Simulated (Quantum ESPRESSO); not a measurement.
# Mg5AlZnS7Cl: one run as intended and one with a planted mistake

A calculation, not a measurement. The program is pw.x of Quantum ESPRESSO 7.5 (plane-wave density functional theory). The cell is made up: 15 atoms on a doubled zincblende/diamond lattice with one site empty, with randomly drawn elements, strain and displacements, not relaxed. PseudoDojo standard norm-conserving files (v0.5 for PBE, v0.4.1 for LDA and PBEsol) set the functional; there is no spin polarisation, spin-orbit coupling or dispersion term, and the masses in the input are unused placeholders.

Intended input:

```
&control calculation='scf', pseudo_dir='./dojo.nc.sr.pbe.v0_5.standard.upf', outdir='./o', disk_io='low', tprnfor=.true., tstress=.true. /
&system ibrav=0, nat=15, ntyp=5, nbnd=67, ecutwfc=84.00895049, nosym=.true., tot_charge=0,
 occupations='smearing', smearing='fd', degauss=0.0018374661
/
&electrons conv_thr=7.350e-09, electron_maxstep=60, /
ATOMIC_SPECIES
Al 1.0 Al.upf
Cl 1.0 Cl.upf
Mg 1.0 Mg.upf
S 1.0 S.upf
Zn 1.0 Zn.upf
CELL_PARAMETERS angstrom
5.639 0.0 0.0
0.0 5.639 0.0
0.0 0.0 11.278
ATOMIC_POSITIONS angstrom
Mg -0.0332 0.0152 -0.0018
Al 2.822 -0.0403 2.7866
Zn 2.8235 2.8356 -0.0252
Mg 0.0309 -0.0313 5.6286
Mg 0.0365 2.8332 8.4332
Mg 2.8762 -0.0722 8.4254
Mg 2.876 2.9329 5.6302
S 1.3973 1.3666 1.4362
Cl 1.3785 4.2193 4.1896
S 4.1732 1.3259 4.194
S 4.2812 4.1986 1.4398
S 1.4045 1.4376 7.0752
S 1.3381 4.2547 9.8547
S 4.2485 1.4069 9.8407
S 4.2425 4.1502 7.0078
K_POINTS automatic
4 4 2 1 1 1
```

The log is shortened where brackets say so; the opening notice, blank lines, dates and the lines on written files are dropped, and the path of the files is cut. It prints rydbergs, bohrs and kilobars, and counts compression as positive stress. Where no state is partly filled, the Fermi energy that it prints is only some level between the filled and the empty states on the mesh, and need not lie in the true gap.

Log of the intended run:

```
     Program PWSCF v.7.5
     Parallel version (MPI & OpenMP), running on       4 processor cores
     Number of MPI processes:                 4
     Threads/MPI process:                     1
     [start-up lines left out]
     bravais-lattice index     =            0
     lattice parameter (alat)  =      10.6562  a.u.
     unit-cell volume          =    2420.0976 (a.u.)^3
     number of atoms/cell      =           15
     number of atomic types    =            5
     number of electrons       =       122.00
     number of Kohn-Sham states=           67
     kinetic-energy cutoff     =      84.0090  Ry
     charge density cutoff     =     336.0358  Ry
     scf convergence threshold =      7.3E-09
     mixing beta               =       0.7000
     number of iterations used =            8  plain     mixing
     Exchange-correlation= PBE
                           (   1   4   3   4   0   0   0)
     [axes and pseudopotential details left out]
   Cartesian axes
     site n.     atom                  positions (alat units)
         1        Mg     tau(   1) = (  -0.0058876   0.0026955  -0.0003192  )
         2        Al     tau(   2) = (   0.5004433  -0.0071467   0.4941656  )
         3        Zn     tau(   3) = (   0.5007093   0.5028551  -0.0044689  )
         4        Mg     tau(   4) = (   0.0054797  -0.0055506   0.9981557  )
         5        Mg     tau(   5) = (   0.0064728   0.5024295   1.4955134  )
         6        Mg     tau(   6) = (   0.5100550  -0.0128037   1.4941302  )
         7        Mg     tau(   7) = (   0.5100195   0.5201099   0.9984394  )
         8        S      tau(   8) = (   0.2477922   0.2423479   0.2546905  )
         9        Cl     tau(   9) = (   0.2444582   0.7482355   0.7429686  )
        10        S      tau(  10) = (   0.7400603   0.2351303   0.7437489  )
        11        S      tau(  11) = (   0.7592126   0.7445646   0.2553290  )
        12        S      tau(  12) = (   0.2490690   0.2549388   1.2546905  )
        13        S      tau(  13) = (   0.2372938   0.7545132   1.7475971  )
        14        S      tau(  14) = (   0.7534137   0.2494946   1.7451144  )
        15        S      tau(  15) = (   0.7523497   0.7359816   1.2427381  )
     number of k points=    16  Fermi-Dirac smearing, width (Ry)=  0.0018
                       cart. coord. in units 2pi/alat
        k(    1) = (   0.1250000   0.1250000   0.1250000), wk =   0.1250000
        k(    2) = (   0.1250000   0.1250000  -0.1250000), wk =   0.1250000
     [further k points left out]
     Dense  grid:   251869 G-vectors     FFT dimensions: (  64,  64, 125)
     Estimated max dynamical RAM per process >     574.21 MB
     Estimated total dynamical RAM >       2.06 GB
     Initial potential from superposition of free atoms
     starting charge     121.9932, renormalised to     122.0000
     Starting wfcs are   71 randomized atomic wfcs
     total cpu time spent up to now is        5.3 secs
     per-process dynamical memory:   383.2 Mb
     Self-consistent Calculation
     iteration #  1     ecut=    84.01 Ry     beta= 0.70
     Davidson diagonalization with overlap
     ethr =  1.00E-02,  avg # of iterations =  5.4
     Threshold (ethr) on eigenvalues was too large:
     Diagonalizing with lowered threshold
     Davidson diagonalization with overlap
     ethr =  9.02E-04,  avg # of iterations =  1.4
     total cpu time spent up to now is       28.1 secs
     total energy              =   -1204.46888034 Ry
     estimated scf accuracy    <       1.05965740 Ry
     iteration #  2     ecut=    84.01 Ry     beta= 0.70
     Davidson diagonalization with overlap
     ethr =  8.69E-04,  avg # of iterations =  6.0
     total cpu time spent up to now is       42.8 secs
     total energy              =   -1204.73475443 Ry
     estimated scf accuracy    <       0.50334566 Ry
     [iterations 3 to 9 left out]
     iteration # 10     ecut=    84.01 Ry     beta= 0.70
     Davidson diagonalization with overlap
     ethr =  2.02E-10,  avg # of iterations =  2.0
     total cpu time spent up to now is      145.8 secs
     total energy              =   -1204.84885727 Ry
     estimated scf accuracy    <       0.00000005 Ry
     iteration # 11     ecut=    84.01 Ry     beta= 0.70
     Davidson diagonalization with overlap
     ethr =  3.75E-11,  avg # of iterations =  2.1
     total cpu time spent up to now is      157.6 secs
     End of self-consistent calculation
     [lines on levels left out]
     the Fermi energy is     4.7211 ev
!    total energy              =   -1204.84885728 Ry
     estimated scf accuracy    <          3.1E-09 Ry
     smearing contrib. (-TS)   =       0.00000000 Ry
     internal energy E=F+TS    =   -1204.84885728 Ry
     The total energy is F=E-TS. E is the sum of the following terms:
     one-electron contribution =   -1036.19566060 Ry
     hartree contribution      =     524.38588172 Ry
     xc contribution           =    -179.56009174 Ry
     ewald contribution        =    -513.47898667 Ry
     convergence has been achieved in  11 iterations
     Forces acting on atoms (cartesian axes, Ry/au):
     atom    1 type  3   force =     0.00086076    0.00388241    0.01850673
     atom    2 type  1   force =     0.03548365    0.04128572   -0.06147031
     atom    3 type  5   force =     0.00064101   -0.00459962    0.01838633
     atom    4 type  3   force =    -0.02296858    0.03059337    0.00507793
     atom    5 type  3   force =    -0.00916742   -0.01227456    0.02207077
     atom    6 type  3   force =    -0.01049202    0.01603142    0.01842885
     atom    7 type  3   force =    -0.01081310   -0.06126674   -0.01784746
     atom    8 type  4   force =     0.04189057   -0.01272380    0.02649683
     atom    9 type  2   force =     0.01163267    0.00161046   -0.01797337
     atom   10 type  4   force =    -0.02743464   -0.02547355   -0.01024081
     atom   11 type  4   force =    -0.05614563    0.00598238    0.02684602
     atom   12 type  4   force =     0.01410618   -0.01057307   -0.02904560
     atom   13 type  4   force =     0.02933001   -0.01446246    0.00084626
     atom   14 type  4   force =    -0.01710644    0.01622404   -0.00299160
     atom   15 type  4   force =     0.02018296    0.02576401    0.00290944
     Total force =     0.164107     Total SCF correction =     0.000176
     Computing stress (Cartesian axis) and pressure
          total   stress  (Ry/bohr**3)                   (kbar)     P=      -15.93
  -0.00009014   0.00000322  -0.00000700          -13.26        0.47       -1.03
   0.00000322  -0.00010476   0.00001084            0.47      -15.41        1.59
  -0.00000700   0.00001084  -0.00012996           -1.03        1.59      -19.12
     init_run     :      4.86s CPU      5.11s WALL (       1 calls)
     electrons    :    150.21s CPU    152.40s WALL (       1 calls)
     forces       :      2.21s CPU      2.26s WALL (       1 calls)
     stress       :      6.64s CPU      6.82s WALL (       1 calls)
     [timing details left out]
     PWSCF        :   2m44.12s CPU   2m46.91s WALL
     JOB DONE.
```

A second run has one planted mistake: the k-point mesh is too coarse. The input lines that differ, file-writing options aside:

```
- 4 4 2 1 1 1
+ 2 2 2 1 1 1
```

Its log:

```
     Program PWSCF v.7.5
     Parallel version (MPI & OpenMP), running on       4 processor cores
     Number of MPI processes:                 4
     Threads/MPI process:                     1
     [start-up lines left out]
     bravais-lattice index     =            0
     lattice parameter (alat)  =      10.6562  a.u.
     unit-cell volume          =    2420.0976 (a.u.)^3
     number of atoms/cell      =           15
     number of atomic types    =            5
     number of electrons       =       122.00
     number of Kohn-Sham states=           67
     kinetic-energy cutoff     =      84.0090  Ry
     charge density cutoff     =     336.0358  Ry
     scf convergence threshold =      7.3E-09
     mixing beta               =       0.7000
     number of iterations used =            8  plain     mixing
     Exchange-correlation= PBE
                           (   1   4   3   4   0   0   0)
     [axes and pseudopotential details left out]
   Cartesian axes
     site n.     atom                  positions (alat units)
         1        Mg     tau(   1) = (  -0.0058876   0.0026955  -0.0003192  )
         2        Al     tau(   2) = (   0.5004433  -0.0071467   0.4941656  )
         3        Zn     tau(   3) = (   0.5007093   0.5028551  -0.0044689  )
         4        Mg     tau(   4) = (   0.0054797  -0.0055506   0.9981557  )
         5        Mg     tau(   5) = (   0.0064728   0.5024295   1.4955134  )
         6        Mg     tau(   6) = (   0.5100550  -0.0128037   1.4941302  )
         7        Mg     tau(   7) = (   0.5100195   0.5201099   0.9984394  )
         8        S      tau(   8) = (   0.2477922   0.2423479   0.2546905  )
         9        Cl     tau(   9) = (   0.2444582   0.7482355   0.7429686  )
        10        S      tau(  10) = (   0.7400603   0.2351303   0.7437489  )
        11        S      tau(  11) = (   0.7592126   0.7445646   0.2553290  )
        12        S      tau(  12) = (   0.2490690   0.2549388   1.2546905  )
        13        S      tau(  13) = (   0.2372938   0.7545132   1.7475971  )
        14        S      tau(  14) = (   0.7534137   0.2494946   1.7451144  )
        15        S      tau(  15) = (   0.7523497   0.7359816   1.2427381  )
     number of k points=     4  Fermi-Dirac smearing, width (Ry)=  0.0018
                       cart. coord. in units 2pi/alat
        k(    1) = (   0.2500000   0.2500000   0.1250000), wk =   0.5000000
        k(    2) = (   0.2500000   0.2500000  -0.1250000), wk =   0.5000000
     [further k points left out]
     Dense  grid:   251869 G-vectors     FFT dimensions: (  64,  64, 125)
     Estimated max dynamical RAM per process >     445.53 MB
     Estimated total dynamical RAM >       1.56 GB
     Initial potential from superposition of free atoms
     starting charge     121.9932, renormalised to     122.0000
     Starting wfcs are   71 randomized atomic wfcs
     total cpu time spent up to now is        2.5 secs
     per-process dynamical memory:   250.8 Mb
     Self-consistent Calculation
     iteration #  1     ecut=    84.01 Ry     beta= 0.70
     Davidson diagonalization with overlap
     ethr =  1.00E-02,  avg # of iterations =  6.2
     Threshold (ethr) on eigenvalues was too large:
     Diagonalizing with lowered threshold
     Davidson diagonalization with overlap
     ethr =  9.02E-04,  avg # of iterations =  1.2
     total cpu time spent up to now is        8.3 secs
     total energy              =   -1204.46620961 Ry
     estimated scf accuracy    <       1.06204747 Ry
     iteration #  2     ecut=    84.01 Ry     beta= 0.70
     Davidson diagonalization with overlap
     ethr =  8.71E-04,  avg # of iterations =  6.8
     total cpu time spent up to now is       11.9 secs
     total energy              =   -1204.73394357 Ry
     estimated scf accuracy    <       0.49617122 Ry
     [iterations 3 to 9 left out]
     iteration # 10     ecut=    84.01 Ry     beta= 0.70
     Davidson diagonalization with overlap
     ethr =  2.04E-10,  avg # of iterations =  2.0
     total cpu time spent up to now is       38.6 secs
     total energy              =   -1204.84599841 Ry
     estimated scf accuracy    <       0.00000005 Ry
     iteration # 11     ecut=    84.01 Ry     beta= 0.70
     Davidson diagonalization with overlap
     ethr =  3.89E-11,  avg # of iterations =  2.0
     total cpu time spent up to now is       41.7 secs
     End of self-consistent calculation
     [lines on levels left out]
     the Fermi energy is     4.3320 ev
!    total energy              =   -1204.84599842 Ry
     estimated scf accuracy    <          3.4E-09 Ry
     smearing contrib. (-TS)   =      -0.00000000 Ry
     internal energy E=F+TS    =   -1204.84599842 Ry
     The total energy is F=E-TS. E is the sum of the following terms:
     one-electron contribution =   -1036.20515672 Ry
     hartree contribution      =     524.40490199 Ry
     xc contribution           =    -179.56675702 Ry
     ewald contribution        =    -513.47898667 Ry
     convergence has been achieved in  11 iterations
     Forces acting on atoms (cartesian axes, Ry/au):
     atom    1 type  3   force =     0.00091508    0.00383466    0.01852051
     atom    2 type  1   force =     0.03554296    0.04131719   -0.06169592
     atom    3 type  5   force =     0.00061235   -0.00455004    0.01843522
     atom    4 type  3   force =    -0.02300405    0.03061368    0.00508865
     atom    5 type  3   force =    -0.00913490   -0.01226434    0.02212983
     atom    6 type  3   force =    -0.01055118    0.01603826    0.01850308
     atom    7 type  3   force =    -0.01078616   -0.06130308   -0.01781788
     atom    8 type  4   force =     0.04224799   -0.01321052    0.02646696
     atom    9 type  2   force =     0.01173159    0.00169877   -0.01800991
     atom   10 type  4   force =    -0.02751805   -0.02557134   -0.01027514
     atom   11 type  4   force =    -0.05659289    0.00644754    0.02684032
     atom   12 type  4   force =     0.01406150   -0.01051857   -0.02888355
     atom   13 type  4   force =     0.02926779   -0.01451186    0.00075577
     atom   14 type  4   force =    -0.01700441    0.01622914   -0.00305955
     atom   15 type  4   force =     0.02021238    0.02575052    0.00300161
     Total force =     0.164542     Total SCF correction =     0.000186
     Computing stress (Cartesian axis) and pressure
          total   stress  (Ry/bohr**3)                   (kbar)     P=      -15.45
  -0.00008315   0.00000286  -0.00000706          -12.23        0.42       -1.04
   0.00000286  -0.00009798   0.00001069            0.42      -14.41        1.57
  -0.00000706   0.00001069  -0.00013386           -1.04        1.57      -19.69
     init_run     :      2.21s CPU      2.34s WALL (       1 calls)
     electrons    :     38.26s CPU     39.26s WALL (       1 calls)
     forces       :      0.88s CPU      0.93s WALL (       1 calls)
     stress       :      1.98s CPU      2.02s WALL (       1 calls)
     [timing details left out]
     PWSCF        :     43.45s CPU     44.75s WALL
     JOB DONE.
```

```
                                            intended run  run with the mistake
                          free energy (eV)    -16392.804            -16392.765
                    smearing term -TS (eV)        0.0000                0.0000
                            pressure (GPa)         -1.59                 -1.54
            largest force component (eV/Å)         1.580                 1.586
largest change of a force component (eV/Å)                               0.013
                                iterations            11                    11
```

For scale, a rerun of the intended cell at a cutoff of 1437 eV and k mesh 6 x 6 x 4 moved values by no more than 0.004 eV in energy, 0.02 GPa in stress and 0.005 eV/Å in force.